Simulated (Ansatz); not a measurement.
Cu Kα1 powder pattern (kinematic, no thermal factors).
2θ (°) (relative intensity): 10.71 (15), 15.17 (6), 18.60 (9), 21.51 (5), 21.53 (5), 24.11 (6), 26.43 (98), 26.44 (100), 28.60 (14), 30.61 (3), 30.62 (6), 32.51 (5), 32.52 (4), 34.34 (9), 36.06 (2), 37.72 (3), 37.73 (3), 39.33 (6), 39.33 (4), 42.38 (6), 43.84 (23), 43.84 (92), 43.88 (24), 46.64 (2), 48.00 (3), 48.04 (2), 49.37 (1), 51.91 (14), 51.92 (14), 51.92 (29), 51.95 (30), 54.44 (1), 55.66 (2), 55.66 (2), 58.01 (2), 59.19 (2), 59.21 (2), 62.62 (2), 63.72 (7), 63.76 (15), 64.83 (1), 65.93 (1), 65.96 (1), 67.05 (2), 69.17 (1), 69.18 (2), 70.23 (5), 70.24 (11), 70.26 (11), 70.30 (6), 75.48 (2), 77.51 (2), 80.56 (7), 80.57 (14), 80.58 (7), 80.62 (15), 81.60 (1), 82.60 (1), 86.58 (3), 86.58 (3), 86.59 (3), 86.62 (6), 86.65 (3), 86.65 (7), 87.59 (2), 87.59 (1)

The pattern is computed from a structure relaxed with DFT PBE, scalar-relativistic, plane waves, PAW in Ansatz. No spin polarisation. Its elements are Al, As, In.

**Question.** Give the structure.

**Answer.** Al3InAs4.
Space group Pmm2 (No. 25). a = 4.124 Å, b = 8.255 Å, c = 5.837 Å, α = 90.00°, β = 90.00°, γ = 90.00°
| atom | site | symmetry | x | y | z |
| --- | --- | --- | --- | --- | --- |
| Al | 2g | m.. | 0.0000 | 0.7422 | 0.0001 |
| Al | 1d | mm2 | 0.5000 | 0.5000 | 0.5010 |
| In | 1c | mm2 | 0.5000 | 0.0000 | 0.5002 |
| As | 2h | m.. | 0.5000 | 0.7365 | 0.7608 |
| As | 1a | mm2 | 0.0000 | 0.0000 | 0.2190 |
| As | 1b | mm2 | 0.0000 | 0.5000 | 0.2580 |

A pattern alone doesn't exclude other cells with like lines; this is the one computed.

It was reached by relaxing an invented guess, and it needn't be the stable form of this composition.
